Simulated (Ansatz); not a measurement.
Relaxed Sc2Si2O7 (space group C2/m):

```
CELL_PARAMETERS angstrom
      3.20902    -4.19740     0.00000
      3.20902     4.19740     0.00000
     -1.01020     0.00000     4.54726
ATOMIC_POSITIONS crystal
  Sc 0.30900 0.69100 0.00000
  Sc 0.69100 0.30900 0.00000
  Si 0.22713 0.22713 0.40824
  Si 0.77287 0.77287 0.59176
  O  0.92210 0.60321 0.78741
  O  0.07790 0.39679 0.21259
  O  0.39679 0.07790 0.21259
  O  0.60321 0.92210 0.78741
  O  0.00000 0.00000 0.50000
  O  0.60225 0.60225 0.27786
  O  0.39775 0.39775 0.72214
```

The atoms are displaced by Q × the pattern below (from a DFPT mode at Γ, largest move 1; Q in Å), at fixed cell.

```
atom       x       y       z
----  ------  ------  ------
Sc1    0.002   0.000   0.013
Sc2    0.002   0.000   0.013
Si3   -0.197   0.000  -0.671
Si4   -0.197   0.000  -0.671
O5    -0.106  -0.249   0.158
O6    -0.106  -0.249   0.158
O7    -0.106   0.249   0.158
O8    -0.106   0.249   0.158
O9     0.107   0.000  -0.083
O10    0.499   0.000   0.867
O11    0.499   0.000   0.867
```

Level of theory: LDA (plane waves to 420 eV, PAW, scalar-relativistic; Ansatz, a program for electronic structure). k mesh 6×6×6 (Γ-centred), Fermi-Dirac smearing 0.05 eV. The energy includes the smearing's −TS. Sc2Si2O7 is run without spin polarisation. Sc2Si2O7 was relaxed with its symmetry unable to fall. ΔE is measured from the undisplaced structure.

```csv
Q (Å),ΔE (meV/cell)
-0.1000,1027
-0.0833,699
-0.0667,withheld
-0.0500,245
-0.0333,108
-0.0167,27
0.0000,0
0.0167,27
0.0333,108
0.0500,245
0.0667,withheld
0.0833,699
0.1000,1027
```

Problem. Fit an even polynomial form (powers 2, 4) to the given rows and predict ΔE at Q = -0.0667.

Solution. Least squares on the 11 given rows: ΔE = (96410)·Q² + (628500)·Q⁴, in meV/cell with Q in Å; root-mean-square residual 0.2 meV/cell. At -0.0667 the fit gives 441 meV/cell; the calculation gives 441 meV/cell, the same to the digits shown. The quadratic term alone would give 429 meV/cell.

(For displaced atoms, the force is minus the slope of the energy, and its curvature is a force constant, which sets phonon frequencies.)
